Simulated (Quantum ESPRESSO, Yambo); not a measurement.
# Levels of theory for the gap of CdI2

CdI₂ (CdI2 type, space group P-3m1, No. 164): one geometry, one set of norm-conserving PBEsol (Quantum ESPRESSO, 102 Ry, with spin-orbit coupling) orbitals, self-energies from Yambo (3×3×2 Γ-centred k mesh, bands 9 to 244 and a 6 Ry block in the screening, 244 bands in G with the Bruneval-Gonze terminator, plasmon pole fitted at 27.2 eV).

Cell and atoms were relaxed with PBE+D3(BJ) from Materials Project entry mp-567259, within its symmetry.

```json
[
 {"level": "PBEsol (Quantum ESPRESSO)", "gap A → Γ (eV)": "1.99", "direct gap at Γ (eV)": "2.15", "rough Yambo cost": "–"},
 {"level": "exchange only (Hartree-Fock self-energy on PBEsol orbitals)", "gap A → Γ (eV)": "8.65", "direct gap at Γ (eV)": "8.68", "rough Yambo cost": "about 1/9 (11 states)"},
 {"level": "static COHSEX@PBEsol", "gap A → Γ (eV)": "3.75", "direct gap at Γ (eV)": "3.94", "rough Yambo cost": "within a factor of two (3 states)"},
 {"level": "G0W0@PBEsol, plasmon pole", "gap A → Γ (eV)": "3.26", "direct gap at Γ (eV)": "3.40", "rough Yambo cost": "1 (11 states)"}
]
```

Bare exchange has no screening and gives the widest gap; static COHSEX screens it but leaves out the frequency dependence, which G0W0 restores. The mesh misses a band edge: along a dense path the PBEsol gap is 1.93 eV against 1.99 eV on the mesh.

Costs are rough ratios of core time on shared machines.

Nearest settings tried, and what they do to the gap: 96 bands in W, 96 bands in G: +118 meV; 5 Ry block (147 vectors against 197): -18 meV. Not varied: mesh. So the settings aren't converged at that level. The k mesh is coarse.
